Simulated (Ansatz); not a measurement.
Suppose ZnSbO takes space group P4/mmm (No. 123), with Zn on 1c; Sb on 1d; O on 1b.

Theory: DFT PBE, scalar-relativistic, plane waves, PAW (Ansatz). Cutoff 420 eV, Γ-centred mesh, Gaussian smearing, no spin polarisation.

Formation energies are uncorrected and refer to the elements' standard structures at the same level (O₂ as a molecule).

Task: Give the relaxed lattice parameters and positions.

Result:

Space group P4/mmm (No. 123). a = 3.316 Å, b = 3.316 Å, c = 5.497 Å, α = 90.00°, β = 90.00°, γ = 90.00°
| atom | site | symmetry | x | y | z |
| --- | --- | --- | --- | --- | --- |
| Zn | 1c | 4/mmm | 0.5000 | 0.5000 | 0.0000 |
| Sb | 1d | 4/mmm | 0.5000 | 0.5000 | 0.5000 |
| O | 1b | 4/mmm | 0.0000 | 0.0000 | 0.5000 |

Zn has 2 Sb at 2.75 Å; Sb has 4 O at 2.34 Å and 2 Zn at 2.75 Å; O is surrounded by 4 Sb at 2.34 Å. Another local minimum with the same sites may exist.

Task: And its energy and gap?

Result: The energy over the elements is −0.23 eV/atom. The gap on the 14×14×8 mesh of the 3-atom cell is 0 eV (a metal).

The last run used Gaussian smearing of 0.10 eV. Spin–orbit coupling, which can matter for Sb, is left out. An odd number of electrons in the primitive cell allows no gap without spin; a larger cell or a magnetic state could open one. Symmetry constrained the relaxation, so the result can be a saddle point. Another cell of ZnSbO relaxed alike, in P-6m2, lies 0.34 eV/atom lower, so this cell isn't the stable form at this level.
